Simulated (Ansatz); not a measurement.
Data:

TiAl3:
```xyz
4
Lattice="-1.9078 1.9078 4.2768 1.9078 -1.9078 4.2768 1.9078 1.9078 -4.2768" Properties=species:S:1:pos:R:3 pbc="T T T"
Al     0.0000     0.0000     4.2768
Al     0.0000     1.9078     2.1384
Al     1.9078     0.0000     2.1384
Ti     0.0000     0.0000     0.0000
```

This is the PBEsol-relaxed structure. Cartesian axes are those of the cell as given.

Task: All from PBEsol (plane waves, PAW; program Ansatz), unless another level is named. Give the Hill bulk and shear moduli.

Result: 111 and 92.6 GPa.

Task: Predict the elastic constants (relaxed ions, GPa).

Result: C11 = 202, C12 = 90.1, C13 = 47.8, C33 = 228, C44 = 98.8, C66 = 136.

Space group I4/mmm. Symmetry was held in the PBEsol relaxation. No spin polarisation was allowed. As this level gives no gap, shear constants depend on the k-mesh and smearing (Fermi–Dirac, 0.1 eV here).

Potentials: the later of the program's two PAW sets.
